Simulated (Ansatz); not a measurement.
Input and output of a single-point calculation on PbO (started from an entry of an open crystallographic database) (Ansatz, r2SCAN). The cell was relaxed with r2SCAN+rVV10 and then strained (uniaxial +1.17 % along z, other directions held), with the atoms relaxed again with r2SCAN+rVV10; k points keep the names of the unstrained zone.

The input:
```yaml
crystal:
  lattice:
    - [3.9804039067, 0.0, 0.0]
    - [0.0, 3.9804039067, 0.0]
    - [0.0, 0.0, 5.0594237335]
  atoms:
    - { symbol: Pb, position: [0.0, 0.5, 0.2341924403] }
    - { symbol: Pb, position: [0.5, 0.0, 0.7658075597] }
    - { symbol: O, position: [0.0, 0.0, 0.0] }
    - { symbol: O, position: [0.5, 0.5, 0.0] }
kpoints:
  mp_grid: { grid: [6, 6, 6] }
  band_path:
    path:
      - [0.0, 0.0, 0.0]
      - [0.0, 0.5, 0.0]
      - [0.5, 0.5, 0.0]
      - [0.0, 0.0, 0.5]
      - [0.0, 0.5, 0.5]
      - [0.5, 0.5, 0.5]
      - [-0.072917, -0.067708, 0.0]
    npoints: 1
hamiltonian:
  xc: r2scan
scf:
  occupations: { method: fixed }
  n_extra_bands: 5
output:
  forces: true
  stress: true
  eigenvalues: true
```

Command: `ansatz run input.yaml --threads 4 --pin off --max-ram 5529MiB --backend cpu --events-out ev --progress --plain --runs-dir out`.

Question: It took 1.7 s on 4 threads of Intel(R) Xeon(R) 6975P-C (Granite Rapids), on a shared host, load about 0.3 per core. What peak of host memory did it reach?

Answer: About 0.63 GiB.

The output, standing remarks left out:
```
Functional definition: r2SCAN
Crystal: 4 atoms, lattice volume = 80.160 Å³
Basis set: ecut = 500 eV, 2075 PW (Γ)
Bands: 25, of which v1, the nominal top of the filled ones, is band 20 counted from 1 (19 counted from 0)
Symmetry: 16 space group operations
Space group: P4/nmm (ITA 129)
k-points: 40 of 216
SCF 1 converged in 7 iterations: F = -24978.654512 eV  dr2 = 8.52e-8
SCF converged after 7 iterations
Free energy (F): -24978.654512 eV
Fermi energy:    8.205913 eV
--- Per-component energies (eV) ---
  E_band       = -134.542323
  E_kinetic    = 929.430161
  E_local      = -3161.684129
  E_nonlocal   = 799.240106
  E_hartree    = 1264.141669
  E_xc         = -562.364220
  E_vxc        = -500.010245
  E_paw        = -21190.047502
  E_vpaw       = -764.325021
  E_vtau       = 34.517471
  E_ewald      = -3059.239696
  E_core_change = 1.867123
--- Forces (eV/Å), atoms counted from 1 ---
  atom   1  Pb      0.00000      0.00000    -0.01258
  atom   2  Pb      0.00000      0.00000      0.01258
  atom   3  O       0.00000      0.00000      0.00000
  atom   4  O       0.00000      0.00000      0.00000
--- Stress (GPa, compression-positive) ---
        0.968571       0.000000       0.000000
        0.000000       0.968571       0.000000
        0.000000       0.000000       0.947722
  P = ⅓ Tr σ = 0.9616 GPa (9.616 kbar)
```

The file bands.tsv (bands near the Fermi energy, numbered from 0, rounded):
```tsv
# k_distance	band_15	band_16	band_17	band_18	band_19	band_20	band_21	band_22	band_23
# fermi_ev = 8.205913
# [0, 0, 0] at k_distance = 0.000000
# [0, 0.5, 0] at k_distance = 0.789265
# [0.5, 0.5, 0] at k_distance = 1.578530
# [0, 0, 0.5] at k_distance = 2.855809
# [0, 0.5, 0.5] at k_distance = 3.645074
# [0.5, 0.5, 0.5] at k_distance = 4.434339
# [-0.072917, -0.067708, 0] at k_distance = 5.850855
# levels_relative_to = fermi_ev
0.000	-4.425	-1.840	-1.799	-1.799	0.000	2.769	5.779	6.090	6.090
0.789	-3.332	-3.150	-3.150	-1.721	-1.721	3.736	3.736	6.971	6.971
1.579	-3.584	-1.759	-1.759	-1.162	-1.162	1.581	1.581	5.684	5.684
2.856	-4.281	-1.874	-1.823	-1.823	-1.028	2.348	4.439	4.439	4.540
3.645	-3.778	-3.120	-3.120	-1.088	-1.088	3.374	3.374	6.801	6.801
4.434	-3.985	-2.309	-2.309	-1.164	-1.164	3.811	3.811	5.129	5.129
5.851	-4.310	-2.037	-2.024	-1.678	0.001	3.048	5.458	5.642	6.311
```
In order the rows are Γ, X, M, Z, R, A, (-0.073, -0.068, 0).

With r2SCAN the valence top lies at k = (-0.073, -0.068, 0) and the conduction bottom at M, 1.58 eV higher; the smallest vertical gap, at Γ–Z (0.33 of the way from Γ), is 2.73 eV. The gap is the least over the mesh and the extra points. The mean pressure is +0.96 GPa (compression positive), so r2SCAN would enlarge the cell's volume.

Spin-unpolarised throughout; all numbers are computed.

Spin-orbit coupling is left out; in compounds of Pb, Bi, Tl or Hg it can lower a gap by up to about 1 eV, split its edges or invert the bands.
